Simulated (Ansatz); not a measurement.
NaI (rock salt)

```xyz
2
Lattice="0.0000 3.2645 3.2645 3.2645 0.0000 3.2645 3.2645 3.2645 0.0000" Properties=species:S:1:pos:R:3 pbc="T T T"
I      0.0000     0.0000     0.0000
Na     3.2645     3.2645     3.2645
```

Scan: atom 1 (I, nearest neighbour Na at 3.265 Å; its periodic images, 4.6 Å or more away, move with it) is displaced along Cartesian [110], direction (0.707, 0.707, 0.000) in Cartesian axes, by s. The other atoms stay.

Method: PBE (plane waves to 420 eV, PAW, scalar-relativistic; Ansatz, a program for electronic structure). k mesh 7×7×7 (Γ-centred), Fermi-Dirac smearing 0.05 eV. Energies are smeared free energies. NaI was relaxed with its symmetry unable to fall. Spin-orbit coupling is left out, though I is heavy. ΔE is measured from the undisplaced structure.

```
s (Å)   ΔE (meV/cell)
------  -------------
-0.980            517
-0.784            303
-0.588       withheld
-0.392             63
-0.196             15
0.000               0
0.196              15
0.392              63
0.588        withheld
0.784             303
0.980             517
```

Problem. Fit an even polynomial form (powers 2, 4) to the given rows and predict ΔE at s = 0.588.

Solution. Least squares on the 9 given rows: ΔE = (404.3)·s² + (140.2)·s⁴, in meV/cell with s in Å; root-mean-square residual 1.4 meV/cell. At 0.588 the fit gives 157 meV/cell; the calculation gives 155 meV/cell, so the interpolation is off by 2 (+1.3 %). The quadratic term alone would give 140 meV/cell.

(For displaced atoms, the force is minus the slope of the energy, and its curvature is a force constant, which sets phonon frequencies.)
